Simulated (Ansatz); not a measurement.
Here is the system:

VGe2:
```
CELL_PARAMETERS angstrom
      4.74914     0.00000     0.00000
     -2.37457     4.11287     0.00000
      0.00000     0.00000     6.54795
ATOMIC_POSITIONS crystal
  V  0.50000 0.00000 0.00000
  V  0.50000 0.50000 0.33333
  V  0.00000 0.50000 0.66667
  Ge 0.83365 0.66730 0.00000
  Ge 0.16635 0.83365 0.33333
  Ge 0.33270 0.16635 0.66667
  Ge 0.16635 0.33270 0.00000
  Ge 0.83365 0.16635 0.33333
  Ge 0.66730 0.83365 0.66667
```

This is the PBEsol-relaxed structure. Cartesian axes are those of the cell as given.

Task: All from DFT-PBEsol in the program Ansatz with PAW potentials, unless another level is named. Give the highest zone-centre frequency.

Result: 8.56 THz.

Task: Predict the bulk modulus (Birch–Murnaghan fit).

Result: 148 GPa.

Task: Give the elastic constants (relaxed ions, GPa).

Result: C11 = 287, C12 = 63.3, C13 = 72.9, C33 = 366, C44 = 108.

Space group P6_222. The workflow started from a Materials Project entry (that database holds measured and hypothetical structures alike); the Crystallography Open Database copy checked does not list it. Its standing as an ambient phase is unchecked. Symmetry was held in the PBEsol relaxation; its stability against distortions is not shown here. The workflow began spin-polarised and lost its moments. As this level gives no gap, shear constants depend on the k-mesh and smearing (Fermi–Dirac, 0.1 eV here). As this level gives no gap, phonon frequencies hold no LO–TO term and depend on the k-mesh and smearing (Fermi–Dirac, 0.1 eV here).

Potentials: the later of the program's two PAW sets.
